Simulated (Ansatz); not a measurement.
SnTe:
```
SnTe
1.0
    0.00000     3.20472     3.20472
    3.20472     0.00000     3.20472
    3.20472     3.20472     0.00000
Sn Te
1 1
Direct
  0.00000   0.00000   0.00000
  0.50000   0.50000   0.50000
```

DFT-PBE in the program Ansatz with PAW potentials gives a gap of 0.05 eV without spin–orbit coupling, maximum at L, minimum at L.

What happens when spin–orbit coupling is switched on?

The gap goes up by 0.06 eV, to 0.11 eV; maximum at L, minimum at L. The small gap may have closed and reopened with inverted band order, as semilocal functionals often give for heavy narrow-gap crystals.

Give the Z2 indices of the occupied bands with spin–orbit coupling.

0;(000).

Space group Fm-3m (rock salt). The cell was relaxed with PBE under the symmetry of its start. At this level the phase is dynamically unstable (imaginary phonons).

Potentials: the later of the program's two PAW sets.
